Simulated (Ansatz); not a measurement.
Relaxed-ion elastic tensor of Si (diamond, space group No. 227) in GPa (Voigt order), plane-wave PAW r²SCAN+D4 (Ansatz code); density 2.33 g/cm³, 20.00 Å³ per atom.

|  | 1 | 2 | 3 | 4 | 5 | 6 |
|---|---|---|---|---|---|---|
| 1 | 170 | 63.4 | 63.4 | 0.0 | 0.0 | 0.0 |
| 2 | 63.4 | 170 | 63.4 | 0.0 | 0.0 | 0.0 |
| 3 | 63.4 | 63.4 | 170 | 0.0 | 0.0 | 0.0 |
| 4 | 0.0 | 0.0 | 0.0 | 82.1 | 0.0 | 0.0 |
| 5 | 0.0 | 0.0 | 0.0 | 0.0 | 82.1 | 0.0 |
| 6 | 0.0 | 0.0 | 0.0 | 0.0 | 0.0 | 82.1 |

### Question
Is the crystal mechanically stable?

### Answer
Yes: the smallest eigenvalue of C is 82.1 GPa.

### Question
Work out the Voigt, Reuss and Hill averages.

### Answer
K_V = 98.9, K_R = 98.9, K_H = 98.9; G_V = 70.5, G_R = 67.5, G_H = 69.0 GPa.

### Question
Give Young's modulus, Poisson's ratio, Pugh's ratio and the universal anisotropy index.

### Answer
E = 9KG/(3K + G) = 168 GPa; ν = 0.22; K/G = 1.43 (brittle by the Pugh limit of 1.75); A_U = 5G_V/G_R + K_V/K_R − 6 = 0.23.

### Question
Estimate the sound speeds and the Debye temperature.

### Answer
v_l = √((K + 4G/3)/ρ) = 9050 m/s, v_t = √(G/ρ) = 5440 m/s, mean 6020 m/s; Θ = (h/k)(3n/4πV)^(1/3) v_m = 660 K.

### Question
Give the Zener ratio and Young's modulus along [100], [110] and [111].

### Answer
A = 2C44/(C11 − C12) = 1.54; 1/E = S11 − 2(S11 − S12 − S44/2)Γ with Γ = 0, 1/4, 1/3 gives 135, 174, 193 GPa.

Space group Fd-3m (diamond). Symmetry was held in the r²SCAN+D4 relaxation.

Potentials: the later of the program's two PAW sets.
